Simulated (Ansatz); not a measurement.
CdGaO3:
```yaml
crystal:
  lattice:
    - [3.44170, 0.00000, 0.00000]
    - [0.00000, 3.44170, 0.00000]
    - [0.00000, 0.00000, 5.07611]
  atoms:
    - { symbol: Ga, position: [0.50000, 0.50000, 0.62618] }
    - { symbol: Cd, position: [0.00000, 0.00000, 0.14171] }
    - { symbol: O, position: [0.00000, 0.50000, 0.46921] }
    - { symbol: O, position: [0.50000, 0.00000, 0.46921] }
    - { symbol: O, position: [0.50000, 0.50000, 0.98389] }
```

This is the r²SCAN+D4-relaxed structure.

All from r²SCAN+D4 in the plane-wave PAW code Ansatz, unless another level is named. Predict the density of states at the Fermi level.

0.49 states/eV per atom (mean over ±0.08 eV).

Predict the formation energy from the elements (no fitted shifts).

-1.20 eV/atom.

Give the gap with spin–orbit coupling.

none (metallic).

Space group P4mm. The start of the workflow was typed in or built on a structure type; neither database checked (COD, Materials Project) lists it. Its standing as an ambient phase is unchecked. Symmetry was held in the r²SCAN+D4 relaxation; its stability against distortions is not shown here. With an odd number of electrons in the cell and no spin polarisation, the count alone makes it a metal. The references are the lowest solids computed at this level, not always the standard phases (solids in place of the gases). Spin–orbit coupling is left out wherever it is not named.

Potentials: the later of the program's two PAW sets.
